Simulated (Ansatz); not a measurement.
NbSi (CsCl type), relaxed with r²SCAN (Ansatz, a program for electronic structure, plane waves, PAW): a = b = c = 3.1442 Å, α = β = γ = 90.00°.

- ΔH_f (eV/atom): -0.15
- B₀ by P(V) fit (GPa): 177

Task: The same phase is relaxed and computed with PBE in the same code. What are the cell and these values now?

Result: a = 3.156 Å, b = 3.156 Å, c = 3.156 Å, α = 90.00°, β = 90.00°, γ = 90.00°.

- ΔH_f (eV/atom): -0.20
- B₀ by P(V) fit (GPa): 169

Constructed cells (a structure type filled with these elements, in neither database checked): NbSi, CsCl type. Unstable at this level: NbSi, CsCl type with r²SCAN. All cells were relaxed under the symmetry of their starts (and spin orders); stability against distortions was not tested throughout. Rows with no word on spin ran without spin polarisation. Spin–orbit coupling is left out wherever it is not named.

Potentials: the later of the program's two PAW sets.

Ansatz is a plane-wave DFT program.

Formation energies count from the lowest solids of the elements computed at the same level, not from gases.
